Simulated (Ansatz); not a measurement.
An Ansatz input:

```yaml
crystal:
  lattice:
    - [7.3205535869, 0.0, 0.0]
    - [-3.6602767934, 6.339785376, 0.0]
    - [0.0, 0.0, 4.2959746262]
  atoms:
    - { symbol: Ba, position: [1.0, 0.0, 1.0] }
    - { symbol: Ba, position: [0.3333333333, 0.6666666667, 0.5] }
    - { symbol: Ba, position: [0.6666666667, 0.3333333333, 0.5] }
hamiltonian:
  xc: r2scan
  pseudopotentials:
    kind: paw
    azcp:
      Ba: "pseudopotentials/Ba.paw.azcp"
basis:
  ecutwfc: 500
  fft_grid_basis: typed
kpoints:
  mp_grid: { grid: [7, 7, 10], shift: [0, 0, 0] }
magnetization:
  spin_polarized: false
scf:
  occupations: { method: fermi_dirac, width: 0.1 }
```

and its output:

```
Engine: ansatz 0.2.0, x86_64-unknown-linux-gnu
Pseudopotentials: kind: paw
Pseudopotential: Ba, paw, valence charge 10, recommended cutoff 500 eV (meta_gga) 
Functional definition: r2SCAN
  parameter k0 = 0.174
  parameter k1 = 0.065
  parameter a1 = 4.9479
  exchange = r2scan_x(k0 = k0, k1 = k1, a1 = a1)
  correlation = r2scan_c
Crystal: 3 atoms, lattice volume = 199.379 Å³
Basis set: ecut = 500 eV, 5085 PW (Γ), exchange–correlation on 216×216×128 points (64 copies of the dense FFT grid, shifted against one another)
Bands: 19, of which v1, the nominal top of the filled ones, is band 15 counted from 1 (14 counted from 0)
Symmetry: 24 space group operations
Space group: P6/mmm (ITA 191), of the structure as read, at distance tolerance 5.8e-5 Å
k-points: 48 of 490
Non-local potential: Ba, projectors of the file, l = 0: 3, l = 1: 2, l = 2: 2, l = 3: 2
PAW form: soft (Blöchl's): semilocal exchange-correlation on the pseudo side does not see the compensation charge
PAW frozen core: Ba, regenerated for the run's functional (the file was generated under x = pbe(κ = 0.804, μ = 0.2195149727645171), c = pbe(β = 0.06672455060314922))
PAW one-centre angular grid: Ba, 302 points (default); XC on 160 Gauss nodes
Initial density: superposition of atomic densities (neutral atoms: chi_scale 0, normalization atom), corrected by the library's trained network
Initial wavefunctions: pseudopotential atomic-orbital guess
Functional: x = r2scan, c = r2scan; τ floored in thin density (d = 2e-4 eV/Å³)
SCF iter   1: F=—  HF=-17893.174861 eV  |F-HF|=—  |Δ(HF+E_count)|=         —  Δρ=3.58e-3  dr2=9.43e-2  dr2_τ=3.11e-3  ethr=1.77e-3  ⟨swp⟩=8.1  Hψ=11952  notcnv=0
automatic band count: the SCF goes on with 23 bands, as 19 were too few: the levels above may hold too much charge
SCF iter   2: F=—  HF=-17893.293555 eV  |F-HF|=—  |Δ(HF+E_count)|=   1.19e-1  Δρ=2.21e-3  dr2=3.74e-2  dr2_τ=4.66e-4  ethr=3.14e-4  ⟨swp⟩=2.7  Hψ=2439  notcnv=0
SCF iter   3: F=—  HF=-17893.289440 eV  |F-HF|=—  |Δ(HF+E_count)|=   4.12e-3  Δρ=4.54e-4  dr2=1.26e-3  dr2_τ=4.80e-5  ethr=1.25e-4  ⟨swp⟩=3.3  Hψ=2103  notcnv=0
SCF iter   4: F=—  HF=-17893.289870 eV  |F-HF|=—  |Δ(HF+E_count)|=   4.30e-4  Δρ=1.31e-4  dr2=6.45e-5  dr2_τ=1.04e-6  ethr=4.20e-6  ⟨swp⟩=3.0  Hψ=1952  notcnv=0
SCF iter   5: F=—  HF=-17893.289954 eV  |F-HF|=—  |Δ(HF+E_count)|=   8.39e-5  Δρ=3.52e-5  dr2=6.86e-6  dr2_τ=5.83e-8  ethr=2.15e-7  ⟨swp⟩=2.8  Hψ=1850  notcnv=0
SCF iter   6: F=—  HF=-17893.289956 eV  |F-HF|=—  |Δ(HF+E_count)|=   1.99e-6  Δρ=1.00e-5  dr2=3.95e-7  dr2_τ=1.84e-8  ethr=2.29e-8  ⟨swp⟩=2.5  Hψ=1602  notcnv=0
SCF iter   7: F=-17893.289956 eV  HF=-17893.289956 eV  |F-HF|=2.11e-9  |Δ(HF+E_count)|=   1.34e-7  Δρ=2.85e-6  dr2=5.20e-8  dr2_τ=6.99e-10  ethr=3.33e-10  ⟨swp⟩=2.9  Hψ=2215  notcnv=0
SCF 1 converged in 7 iterations: F = -17893.289956 eV  dr2 = 5.20e-8
SCF converged after 7 iterations
Free energy (F): -17893.289956 eV
Harris-Foulkes:  -17893.289956 eV  (|F-HF|=2.11e-9)
Internal energy: -17893.112403 eV  (E = F + TS)
E sigma→0 (E₀):  -17893.201180 eV
Entropy (-TS):   -0.177553 eV (-59.184 meV/atom)
Fermi energy:    5.533960 eV
--- Per-component energies (eV) ---
  E_band       = -284.283641
  E_kinetic    = 498.293921
  E_local      = -1171.716054  (includes V_loc(G=0)·N_el)
  E_nonlocal   = 167.340829
  E_hartree    = 369.847038
  E_xc         = -464.611971
  E_vxc        = -433.635250  (∫ρ·V_xc dr)
  E_paw        = -15754.718113  (= ΣΔE_a)
  E_vpaw       = -105.868998  (= ΣTr[D̂ρ^β])
  E_aug_tail   = -0.000002  (compensation charges beyond the density's cutoff)
  E_vtau       = 21.609294  (kinetic-family band-sum trace: ∫τ·v_τ [+ j·A + Jᵃ·Aᵃ] dr)
  E_ewald      = -1537.759298
  E_core_change = 0.211248  (= ΣΔE_core)
  E_smearing   = -0.177553  (= −TS)
  E_closure    = 0.000000  (closes the sum)
  Σ components = -17893.289956   (vs F -17893.289956, Δ=0.00e0)
```

Command:

```sh
ansatz run input.yaml --threads 1 --pin off --max-ram 3584MiB --backend cpu --events-out ev --progress --plain --runs-dir out
```

On 1 thread of Intel(R) Xeon(R) Platinum 8259CL CPU @ 2.50GHz (Skylake/Cascade Lake) (shared host) this took about 48 s of wall time and 39 s of CPU time.
